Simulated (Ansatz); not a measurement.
## Band structure of BiIr

```yaml
crystal:
  lattice:
    - [4.18272, 0.00000, 0.00000]
    - [-2.09136, 3.62234, 0.00000]
    - [0.00000, 0.00000, 7.55481]
  atoms:
    - { symbol: Ir, position: [0.33333, 0.66667, 0.01014] }
    - { symbol: Ir, position: [0.66667, 0.33333, 0.51014] }
    - { symbol: Bi, position: [0.33333, 0.66667, 0.36586] }
    - { symbol: Bi, position: [0.66667, 0.33333, 0.86586] }
```

Atoms are numbered in the order listed.

The structure comes from a relaxation in the same program, started in the wurtzite type, and has space group P6_3mc. Whether it is a known phase or the ground state wasn't checked.

No spin–orbit coupling, which matters for the heavy atoms here.

Theory: Ansatz 0.2.0, DFT, PBE, all-electron LAPW, scalar-relativistic.

Numerical set-up: a Γ-centred 9×9×5 k mesh, Fermi–Dirac smearing of 0.05 eV, basis error target 1 meV/atom, no spin polarisation.

Points in fractions of the reciprocal vectors of this cell: Γ (0, 0, 0), M (0.5, 0, 0), K (0.333, 0.333, 0), A (0, 0, 0.5), L (0.5, 0, 0.5), H (0.333, 0.333, 0.5). The path joins them by straight lines in the order Γ–M–K–Γ–A–L–H–A–L; legs that retrace an earlier one aren't tabulated. Energies are in eV from the Fermi level.

**Question.** List the levels at A between -20 and 10 eV.

**Answer.** -11.58 (×2), -4.13 (×2), -2.99 (×4), -1.47 (×4), 0.01 (×2), 3.70 (×4), 4.31 (×2), 7.91 (×2), 8.16 (×4), 9.30 (×2).

**Question.** List the levels at K between -20 and 10 eV.

**Answer.** -10.68 (×2), -3.78, -3.77 (×2), -3.15, -2.91 (×2), -1.76, -1.67, -1.63 (×2), -0.88, -0.34 (×2), 0.55 (×2), 1.10, 4.79, 7.01 (×2), 8.53 (×2), 9.59, 9.72 (×2).

**Question.** List the levels at M between -20 and 10 eV.

**Answer.** -10.94, -10.63, -4.54, -4.31, -3.09, -3.06, -2.74, -2.21, -1.85, -1.29, -1.27, -1.24, -1.06, -1.01, -0.71, 0.43, 1.20, 2.93, 4.33, 5.35, 6.97, 7.54, 7.89, 8.10, 9.20, 9.68.

**Question.** What is the band gap?

**Answer.** none: bands cross the Fermi level, a metal.
